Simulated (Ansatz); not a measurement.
Al:
```yaml
crystal:
  lattice:
    - [2.82840, 0.00000, 0.00000]
    - [-1.41420, 2.44947, 0.00000]
    - [0.00000, 0.00000, 4.59895]
  atoms:
    - { symbol: Al, position: [0.66667, 0.33333, 0.75000] }
    - { symbol: Al, position: [0.33333, 0.66667, 0.25000] }
```

Relaxed with LDA. Special points in fractions of this cell's reciprocal vectors: Γ (0.000, 0.000, 0.000); M (0.500, 0.000, 0.000); K (0.333, 0.333, 0.000); A (0.000, 0.000, 0.500); L (0.500, 0.000, 0.500); H (0.333, 0.333, 0.500).

Q: List the band energies nearest the Fermi level at these points for the program Ansatz at the LDA level (PAW).

A: In eV from the Fermi level; about four levels below and three above (degenerate sets whole), none deeper than 8.9 eV; … stands for higher levels left out; points with the same levels are listed once.

```csv
k,below,above
Γ,-4.67 -4.42,10.63 10.63 10.99 10.99
M,-5.45 -5.25,0.59 1.19 1.48
K,-3.51 -3.51 -3.23,2.45 2.45 2.59
A,–,3.55 3.55 …
L,-4.02 -4.02 -3.30 -3.30,7.10 7.10 …
H,-1.62 -1.62 -1.05 -1.05,…
```

Space group P6_3/mmc (hcp (Mg type)). The first step of the workflow began from a Materials Project structure, measured or hypothetical; the Crystallography Open Database copy checked does not list it. It is not the phase usual at ambient conditions (space group No. 225). The LDA relaxation kept the symmetry of its start; of distortions, only those at the zone centre were tested.

Potentials: the earlier of the program's two PAW sets.
